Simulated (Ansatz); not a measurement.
Rb (bcc (W type)), relaxed and computed with several functionals in Ansatz (plane waves, PAW).

```tsv
functional	a (Å)
PBEsol	5.573
r²SCAN	5.748
LDA	5.371
r²SCAN+D4	5.723
PBE	5.671
PBE+D3(BJ)	5.558
```

All cells were relaxed under the symmetry of their starts (and spin orders); stability against distortions was not tested throughout. Spin–orbit coupling is left out wherever it is not named.

Potentials: the earlier of the program's two PAW sets. The files were generated under PBE; for other functionals the program regenerates the frozen cores, and for LDA and PBEsol the local potential too.

Ansatz (an electronic-structure program) is a plane-wave DFT program.
